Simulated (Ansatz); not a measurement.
# GaSb: single point with Ansatz

System: GaSb (zinc blende type), 2 atoms in the cell.

Ansatz input (lattice in Å, positions in fractions of it)
```yaml
crystal:
  lattice:
    - [0, 3.11, 3.11]
    - [3.11, 0, 3.11]
    - [3.11, 3.11, 0]
  atoms:
    - { symbol: Ga, position: [0, 0, 0] }
    - { symbol: Sb, position: [0.25, 0.25, 0.25] }
kpoints:
  mp_grid: { grid: [6, 6, 6] }
hamiltonian:
  xc: pbe
  pseudopotentials:
    kind: all_electron
    relativity: scalar
    datasets: crystal
    dataset_attempts: all
    nuclear_model: point
scf:
  occupations: { method: fermi_dirac, width: 0.02 }
  convergence: { dr2_threshold: "1e-9 eV" }
  max_iter: 300
output:
  forces: true
  stress: true
  eigenvalues: true
```

All numbers below come from PBE, plane waves, all-electron PAW datasets generated for the crystal, point nucleus (Ansatz).

Output, in brief

| Quantity | Value |
| --- | --- |
| Plane-wave cutoff used | 220 eV |
| Pressure | -0.04 GPa |
| Smearing term TS | 0.2 meV/atom |
| Valence electrons | 18 |
| Irreducible k-points | 16 |
| CPU time | roughly 11 core-seconds on a shared host |

Stress tensor in GPa, compression positive:
```
-0.04  0.00  0.00
 0.00 -0.04  0.00
 0.00  0.00 -0.04
```

The stress includes the program's correction for the finite plane-wave basis.

The k-mesh is modest, so these values aren't fully converged in k.
